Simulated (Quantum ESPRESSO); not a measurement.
# Zn2MgCaO4: input and log of a self-consistent run

Computed values, not a measurement. The program is pw.x of Quantum ESPRESSO 7.5 (plane-wave density functional theory). The cell is made up: 8 atoms on a rocksalt lattice, with randomly drawn elements, strain and displacements, not relaxed. PseudoDojo standard norm-conserving files (v0.5 for PBE, v0.4.1 for LDA and PBEsol) set the functional; there is no spin polarisation, spin-orbit coupling or dispersion term, and the masses in the input are unused placeholders.

Input:

```
&control calculation='scf', pseudo_dir='./dojo.nc.sr.pbe.v0_5.standard.upf', outdir='./o', disk_io='low', tprnfor=.true., tstress=.true. /
&system ibrav=0, nat=8, ntyp=4, nbnd=48, ecutwfc=105.61755193, nosym=.true., tot_charge=0,
 occupations='smearing', smearing='fd', degauss=0.0018374661
/
&electrons conv_thr=7.350e-09, electron_maxstep=60, /
ATOMIC_SPECIES
Ca 1.0 Ca.upf
Mg 1.0 Mg.upf
O 1.0 O.upf
Zn 1.0 Zn.upf
CELL_PARAMETERS angstrom
4.4099 -0.0125 -0.0165
-0.0125 4.4361 0.015
-0.0165 0.015 4.3245
ATOMIC_POSITIONS angstrom
Zn 0.0431 -0.0273 -0.0152
Mg 0.0197 2.2569 2.1293
Zn 2.2305 0.0787 2.0498
Ca 2.0863 2.1076 -0.0623
O 2.0868 0.0227 -0.0659
O 2.1695 2.2932 2.1817
O 4.302 0.026 2.0287
O 4.3868 2.1993 -0.009
K_POINTS automatic
6 6 6 1 1 1
```

The log is shortened where brackets say so; the opening notice, blank lines, dates and the lines on written files are dropped, and the path of the files is cut. It prints rydbergs, bohrs and kilobars, and counts compression as positive stress.

```
     Program PWSCF v.7.5
     Parallel version (MPI & OpenMP), running on       4 processor cores
     Number of MPI processes:                 4
     Threads/MPI process:                     1
     [start-up lines left out]
     bravais-lattice index     =            0
     lattice parameter (alat)  =       8.3336  a.u.
     unit-cell volume          =     570.8840 (a.u.)^3
     number of atoms/cell      =            8
     number of atomic types    =            4
     number of electrons       =        84.00
     number of Kohn-Sham states=           48
     kinetic-energy cutoff     =     105.6176  Ry
     charge density cutoff     =     422.4702  Ry
     scf convergence threshold =      7.3E-09
     mixing beta               =       0.7000
     number of iterations used =            8  plain     mixing
     Exchange-correlation= PBE
                           (   1   4   3   4   0   0   0)
     [axes and pseudopotential details left out]
   Cartesian axes
     site n.     atom                  positions (alat units)
         1        Zn     tau(   1) = (   0.0097734  -0.0061905  -0.0034468  )
         2        Mg     tau(   2) = (   0.0044672   0.5117747   0.4828401  )
         3        Zn     tau(   3) = (   0.5057882   0.0178460   0.4648127  )
         4        Ca     tau(   4) = (   0.4730894   0.4779194  -0.0141271  )
         5        O      tau(   5) = (   0.4732028   0.0051475  -0.0149435  )
         6        O      tau(   6) = (   0.4919558   0.5200061   0.4947223  )
         7        O      tau(   7) = (   0.9755216   0.0058958   0.4600280  )
         8        O      tau(   8) = (   0.9947508   0.4987133  -0.0020408  )
     number of k points=   108  Fermi-Dirac smearing, width (Ry)=  0.0018
     Number of k-points >= 100: set verbosity='high' to print them.
     Dense  grid:    83725 G-vectors     FFT dimensions: (  60,  60,  54)
     Estimated max dynamical RAM per process >     326.38 MB
     Estimated total dynamical RAM >       1.22 GB
     Initial potential from superposition of free atoms
     starting charge      83.9940, renormalised to      84.0000
     Starting wfcs are   46 randomized atomic wfcs +    2 random wfcs
     total cpu time spent up to now is        4.7 secs
     per-process dynamical memory:   285.0 Mb
     Self-consistent Calculation
     iteration #  1     ecut=   105.62 Ry     beta= 0.70
     Davidson diagonalization with overlap
     ethr =  1.00E-02,  avg # of iterations =  6.2
     total cpu time spent up to now is       17.1 secs
     total energy              =   -1164.20866868 Ry
     estimated scf accuracy    <       1.97002065 Ry
     iteration #  2     ecut=   105.62 Ry     beta= 0.70
     Davidson diagonalization with overlap
     ethr =  2.35E-03,  avg # of iterations =  3.9
     total cpu time spent up to now is       29.7 secs
     total energy              =   -1164.60161647 Ry
     estimated scf accuracy    <       2.82638472 Ry
     iteration #  3     ecut=   105.62 Ry     beta= 0.70
     Davidson diagonalization with overlap
     ethr =  2.35E-03,  avg # of iterations =  3.2
     total cpu time spent up to now is       40.9 secs
     total energy              =   -1165.14251988 Ry
     estimated scf accuracy    <       0.04098577 Ry
     iteration #  4     ecut=   105.62 Ry     beta= 0.70
     Davidson diagonalization with overlap
     ethr =  4.88E-05,  avg # of iterations =  5.4
     total cpu time spent up to now is       54.8 secs
     total energy              =   -1165.15843179 Ry
     estimated scf accuracy    <       0.03450874 Ry
     iteration #  5     ecut=   105.62 Ry     beta= 0.70
     Davidson diagonalization with overlap
     ethr =  4.11E-05,  avg # of iterations =  2.0
     total cpu time spent up to now is       64.7 secs
     total energy              =   -1165.16342746 Ry
     estimated scf accuracy    <       0.00170226 Ry
     [iterations 6 to 7 left out]
     iteration #  8     ecut=   105.62 Ry     beta= 0.70
     Davidson diagonalization with overlap
     ethr =  7.78E-08,  avg # of iterations =  2.0
     total cpu time spent up to now is       98.6 secs
     total energy              =   -1165.16383681 Ry
     estimated scf accuracy    <       0.00000549 Ry
     iteration #  9     ecut=   105.62 Ry     beta= 0.70
     Davidson diagonalization with overlap
     ethr =  6.53E-09,  avg # of iterations =  2.7
     total cpu time spent up to now is      109.7 secs
     total energy              =   -1165.16383785 Ry
     estimated scf accuracy    <       0.00000032 Ry
     iteration # 10     ecut=   105.62 Ry     beta= 0.70
     Davidson diagonalization with overlap
     ethr =  3.85E-10,  avg # of iterations =  4.1
     total cpu time spent up to now is      121.4 secs
     total energy              =   -1165.16383795 Ry
     estimated scf accuracy    <       0.00000008 Ry
     iteration # 11     ecut=   105.62 Ry     beta= 0.70
     Davidson diagonalization with overlap
     ethr =  9.10E-11,  avg # of iterations =  2.2
     total cpu time spent up to now is      131.5 secs
     total energy              =   -1165.16383795 Ry
     estimated scf accuracy    <       0.00000002 Ry
     iteration # 12     ecut=   105.62 Ry     beta= 0.70
     Davidson diagonalization with overlap
     ethr =  2.92E-11,  avg # of iterations =  2.0
     total cpu time spent up to now is      141.5 secs
     End of self-consistent calculation
     [lines on levels left out]
!    total energy              =   -1165.16383796 Ry
     estimated scf accuracy    <          9.9E-10 Ry
     smearing contrib. (-TS)   =      -0.00000000 Ry
     internal energy E=F+TS    =   -1165.16383796 Ry
     The total energy is F=E-TS. E is the sum of the following terms:
     one-electron contribution =    -699.17451273 Ry
     hartree contribution      =     385.13935317 Ry
     xc contribution           =    -154.69513361 Ry
     ewald contribution        =    -696.43354479 Ry
     convergence has been achieved in  12 iterations
     Forces acting on atoms (cartesian axes, Ry/au):
     atom    1 type  4   force =    -0.01828615   -0.00524402   -0.01207683
     atom    2 type  2   force =    -0.02390365    0.00384220    0.00184894
     atom    3 type  4   force =    -0.00180559   -0.01821727    0.01220567
     atom    4 type  1   force =     0.06505888    0.07055604    0.03836331
     atom    5 type  3   force =     0.01115490   -0.05531482   -0.00113340
     atom    6 type  3   force =    -0.00406907   -0.00443275   -0.05129324
     atom    7 type  3   force =     0.01333259    0.00109531    0.02206670
     atom    8 type  3   force =    -0.04148191    0.00771531   -0.00998115
     Total force =     0.143744     Total SCF correction =     0.000158
     Computing stress (Cartesian axis) and pressure
          total   stress  (Ry/bohr**3)                   (kbar)     P=       97.64
   0.00068279   0.00001990   0.00002073          100.44        2.93        3.05
   0.00001990   0.00051069  -0.00007771            2.93       75.13      -11.43
   0.00002073  -0.00007771   0.00079785            3.05      -11.43      117.37
     init_run     :      4.32s CPU      4.53s WALL (       1 calls)
     electrons    :    136.30s CPU    136.83s WALL (       1 calls)
     forces       :      1.74s CPU      1.75s WALL (       1 calls)
     stress       :      6.13s CPU      6.13s WALL (       1 calls)
     [timing details left out]
     PWSCF        :   2m28.70s CPU   2m29.51s WALL
     JOB DONE.
```

In other units: free energy -15852.862 eV for the cell, pressure 9.76 GPa, largest force component 1.814 eV/Å. This run is the check on a run of the same cell at 1143 eV and a 4 x 4 x 4 mesh: rerunning at 1437 eV and a 6 x 6 x 6 mesh moved values by no more than 0.002 eV in energy, 0.04 GPa in stress and 0.003 eV/Å in force.